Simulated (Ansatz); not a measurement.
A trial cell of Al2InAs3, before relaxation:

```cif
data_structure
_symmetry_space_group_name_H-M 'I-4m2'
_symmetry_Int_Tables_number 119
_cell_length_a 3.9259
_cell_length_b 3.9259
_cell_length_c 16.6561
_cell_angle_alpha 90.000
_cell_angle_beta 90.000
_cell_angle_gamma 90.000
_cell_volume 256.71
loop_
_atom_site_label
_atom_site_type_symbol
_atom_site_symmetry_multiplicity
_atom_site_Wyckoff_symbol
_atom_site_fract_x
_atom_site_fract_y
_atom_site_fract_z
_atom_site_occupancy
Al1 Al 4 e 0.50000 0.50000 0.16667 1
In1 In 2 a 0.00000 0.00000 0.00000 1
As1 As 4 f 0.00000 0.50000 0.41667 1
As2 As 2 d 0.50000 0.00000 0.25000 1
```

Method: DFT PBE, scalar-relativistic, plane waves, PAW in Ansatz. Cutoff 420 eV, Gaussian smearing, Γ-centred meshes. Cell and atoms relax first on a coarse mesh and then on a converged one. In between, the cell is made exact in the group found at 0.06 Å. The steps can't lower the symmetry of their start. No spin polarisation.

A guess keeps its type if space group and coordination stay and the shape of the cell changes little (axis ratios within about 15 %, angles within 6°); the volume may change.

**Question.** Does this structure survive the relaxation?

**Answer.** It keeps its type. The symmetry stays I-4m2 (No. 119). The volume per atom grows by 18.5 %, from 21.4 to 25.3 Å³. The shortest distance goes from 2.40 Å (Al–As and In–As) to 2.49 Å (Al–As). The ratio c/a of the conventional cell changes by a factor of 1.00. Counting neighbours within 15 % of an atom's shortest distance, the start has Al 4, As 4, In 4 and the end Al 4, As 4, In 4.

Formation energies are uncorrected and refer to the elements' standard structures at the same level.

**Question.** At what energy does it end?

**Answer.** −0.391 eV/atom. It lies below the elements, which doesn't yet make it stable against other compounds or structures.

The last run used a 10×10×10 mesh for its 6-atom cell and Gaussian smearing of 0.02 eV. The reference form of As is held partly by dispersion forces, which this level lacks. A later test with randomly moved atoms came back to the same energy, though modes that don't fit the test's cell weren't probed.
